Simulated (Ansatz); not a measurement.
VBiO4 (scheelite type, space group I4_1/a)

```xyz
12
Lattice="-2.5831 2.5831 5.8897 2.5831 -2.5831 5.8897 2.5831 2.5831 -5.8897" Properties=species:S:1:pos:R:3 pbc="T T T"
Bi     0.0000     2.5831     2.9449
Bi     0.0000     0.0000     0.0000
V      2.5831     0.0000     2.9449
V      0.0000     0.0000     5.8897
O      3.2979    -1.2871     3.8647
O      1.8684     1.2871     3.8647
O      1.2871     0.7147     6.8095
O      1.2960     1.8684     0.9198
O     -0.7147     1.2871     4.9699
O      3.2979     1.2960    -0.9198
O      1.2960    -0.7147     2.0250
O      3.8703     0.7147     2.0250
```

The volume is varied about the relaxed value V₀ at fixed cell shape. The atoms relax within the cell's symmetry.

All values below come from PBE (plane waves to 420 eV, PAW, scalar-relativistic; Ansatz, a first-principles code). k mesh 7×7×7 (Γ-centred), Fermi-Dirac smearing 0.05 eV. E stands for the smeared free energy. Stress and pressure are positive under compression. Some relaxations began with atoms very close together and may have settled on another branch. Spin-orbit coupling is left out, though Bi is heavy. This is one of several known forms of VBiO4; the measured ambient cells at hand have space group No. 15 or 60. VBiO4 is run without spin polarisation. VBiO4 was relaxed with its symmetry unable to fall. ΔE is measured from the relaxed starting cell.

Question: Estimate the ΔE (eV/atom) and P (GPa) for V/V₀ = 0.840, 0.880, 0.920, 1.080, 1.120, 1.160.

Answer: 
```json
[
 {"V/V₀": "0.840", "ΔE (eV/atom)": "0.1795", "P (GPa)": "31.9"},
 {"V/V₀": "0.880", "ΔE (eV/atom)": "0.0931", "P (GPa)": "21.3"},
 {"V/V₀": "0.920", "ΔE (eV/atom)": "0.0382", "P (GPa)": "12.6"},
 {"V/V₀": "1.080", "ΔE (eV/atom)": "0.0282", "P (GPa)": "-8.0"},
 {"V/V₀": "1.120", "ΔE (eV/atom)": "0.0590", "P (GPa)": "-10.7"},
 {"V/V₀": "1.160", "ΔE (eV/atom)": "0.0977", "P (GPa)": "-12.9"}
]
```

(Under strain, the slope of the energy per volume gives the stress and its curvature an elastic modulus.)
